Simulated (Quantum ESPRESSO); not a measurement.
## Band energies of Ca2Si at -1.5 % isotropic strain

```xyz
3
Lattice="0.0000 3.4910 3.4910 3.4910 0.0000 3.4910 3.4910 3.4910 0.0000" Properties=species:S:1:pos:R:3 pbc="T T T"
Si     0.0000     0.0000     0.0000
Ca     5.2365     5.2365     5.2365
Ca     1.7455     1.7455     1.7455
```

norm-conserving PBEsol (Quantum ESPRESSO, 68 Ry, without SOC); path ΓXWKΓLUWLK,UX; energies in eV from the valence-band maximum.

```csv
k (1/Å),point,band 8,band 9,band 10,band 11,band 12,band 13,band 14,band 15
0.00,Γ,-21.24,-6.72,-0.51,-0.51,-0.51,1.80,1.80,1.96
0.34,,-21.23,-6.44,-1.27,-0.35,-0.35,1.67,2.03,3.39
0.67,,-21.22,-5.87,-1.94,-0.07,-0.07,0.75,2.04,2.50
0.90,X,-21.20,-5.70,-2.05,0.00,0.00,0.39,1.71,2.65
1.01,,-21.20,-5.70,-2.00,-0.15,-0.09,0.52,1.84,2.67
1.35,W,-21.21,-5.70,-1.27,-1.27,-0.35,1.03,2.65,2.65
1.67,K,-21.20,-5.72,-1.65,-0.96,-0.02,0.87,2.40,2.84
1.77,,-21.21,-5.76,-1.37,-1.28,-0.04,1.12,2.67,2.99
2.09,,-21.22,-6.13,-1.57,-0.55,-0.21,1.88,2.20,3.28
2.41,,-21.24,-6.60,-0.89,-0.45,-0.45,1.85,1.87,2.60
2.62,Γ,-21.24,-6.72,-0.51,-0.51,-0.51,1.80,1.80,1.96
2.72,,-21.24,-6.70,-0.61,-0.50,-0.50,1.82,1.82,2.12
3.01,,-21.27,-6.36,-1.41,-0.32,-0.32,2.02,2.02,3.20
3.30,,-21.32,-5.97,-1.98,-0.14,-0.14,2.39,2.39,2.85
3.40,L,-21.33,-5.94,-2.02,-0.12,-0.12,2.44,2.44,2.84
3.62,,-21.26,-5.88,-1.88,-0.50,-0.10,1.76,2.58,2.97
3.95,U,-21.20,-5.72,-1.65,-0.96,-0.02,0.87,2.40,2.84
4.27,W,-21.21,-5.70,-1.27,-1.27,-0.35,1.03,2.65,2.65
4.54,,-21.23,-5.80,-1.65,-0.89,-0.13,1.32,2.67,2.93
4.82,,-21.31,-5.93,-2.00,-0.20,-0.12,2.25,2.46,2.91
4.91,L,-21.33,-5.94,-2.02,-0.12,-0.12,2.44,2.44,2.84
5.06,,-21.28,-5.91,-1.95,-0.34,-0.11,2.00,2.51,2.98
5.30,,-21.22,-5.78,-1.62,-0.97,-0.05,1.18,2.68,2.82
5.46,K,-21.20,-5.72,-1.65,-0.96,-0.02,0.87,2.40,2.84
5.46,U,-21.20,-5.72,-1.65,-0.96,-0.02,0.87,2.40,2.84
5.78,X,-21.20,-5.70,-2.05,0.00,0.00,0.39,1.71,2.65
```

The PBEsol gap is direct, 0.39 eV at X.

Geometry strained from the cell relaxed with PBEsol, atoms relaxed again.

The structure is a Materials Project entry; no match was found in the copy of COD used, and its stability was not checked.
